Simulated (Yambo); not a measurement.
G0W0@PBEsol for V2Cd2O7 (space group C2/m, No. 12) in Yambo. Reference settings: 2×2×2 Γ-centred k mesh, bands 11 to 314 and a 8 Ry block in the screening, 314 bands in G with the Bruneval-Gonze terminator, plasmon pole fitted at 27.2 eV. The PBEsol gap (0, 0, -0.5) → (-0.5, -0.5, 0) on this mesh is 2.54 eV; G0W0 gaps are taken between the same points.

With and without the terminator, as bands are cut:

```csv
bands in G (in W),"gap, terminator (eV)","gap, none (eV)","valence shift, terminator (eV)","valence shift, none (eV)"
132 (314),4.390,4.479,-0.487,0.117
210 (314),4.407,4.499,-0.498,-0.142
314 (314),4.420,4.503,-0.501,-0.305
```

Over this range the gap spans 0.030 eV with the terminator and 0.024 eV without, the valence shift 0.014 eV and 0.422 eV. Neither column has reached its limit for certain.

Spin-orbit coupling is not included.

Geometry of the Materials Project entry, not relaxed at this level; primitive cell a = b = 5.7458 Å, c = 5.0067 Å, α = β = 98.00°, γ = 104.15°.

The structure is a Materials Project entry; no match was found in the copy of COD used, and its stability was not checked.

The runs are not spin-polarised; magnetic order was not tried.

A shift is the quasiparticle energy of the state minus its PBEsol energy.
